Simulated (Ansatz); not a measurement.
**How much do the gradients of Lu₃Mg₂CrS₈ depend on the method?**

Cell: a computed structure from the Materials Project (it need not be an observed phase).

Space group R-3m:H (No. 166); a = 7.6782, c = 18.5178 Å, γ = 120.00°.

| site | Wyckoff | site symmetry | x | y | z |
| --- | --- | --- | --- | --- | --- |
| Mg | 6c | 3m | 0.0000 | 0.0000 | 0.3749 |
| Lu | 9d | .2/m | 0.8333 | 0.6667 | 0.1667 |
| Cr | 3a | -3m | 0.0000 | 0.0000 | 0.0000 |
| S7 | 18h | .m | 0.8192 | 0.6383 | 0.4122 |
| S9 | 6c | 3m | 0.0000 | 0.0000 | 0.7560 |

One atom of each set is listed; the run and its k-mesh use a cell of 14 atoms with edges of 7.60, 7.60, 7.60 Å.

First run. Method: Kohn–Sham DFT in Ansatz, PBE, plane waves and PAW, scalar-relativistic, collinear spin, 420 eV cutoff, Γ-centred 5×5×5 k-points, Fermi–Dirac smearing 0.02 eV. Start moments as typed (μB): 3 on each Cr, none on the rest.

| site | V_zz (10²¹ V/m²) | η | m (μB) |
| --- | --- | --- | --- |
| Mg | 0.16 | 0.00 | 0.00 |
| Lu | 5.61 | 0.31 | 0.00 |
| Cr | 0.71 | 0.00 | 2.75 |
| S7 | 6.47 | 0.50 | -0.02 |
| S9 | 2.29 | 0.00 | 0.00 |

Second run. The same atoms and settings, except that a Hubbard term is added (U = 3.5 eV on Cr d).

(1) Given the first result, estimate the second.

Answers

(1) 

```tsv
site	V_zz	η	change of V_zz	m (μB)
Mg	0.16	0.00	0.00	0.00
Lu	5.96	0.19	+0.35	0.00
Cr	0.43	0.00	-0.28	3.04
S7	6.76	0.50	+0.29	-0.05
S9	2.28	0.00	-0.01	0.00
```

The largest change of V_zz is on Lu, from 5.61 to 5.96. In per cent, |V_zz| changes by +6 on Lu, -39 on Cr, 0 to +5 on S (all sites that start above 0.5). The absolute magnetisation of the cell goes from 3.6 to 4.1 μB.

Without spin–orbit coupling the gradients at and beside Lu can be off by some per cent, at some sites by more. All moments are parallel here, as the start or the cell imposes; many such compounds order antiparallel, where fields and spin densities carried over to other atoms largely cancel. The magnetic order is the one that the run reached from its start moments, not necessarily the measured one.
For the second run: The program didn't check the stability of this electronic state in full, so a lower one may lie near. With a gap of 0.9 eV on this mesh, small gradients can still move by 0.1 × 10²¹ V/m² or more as the k-mesh gets denser.
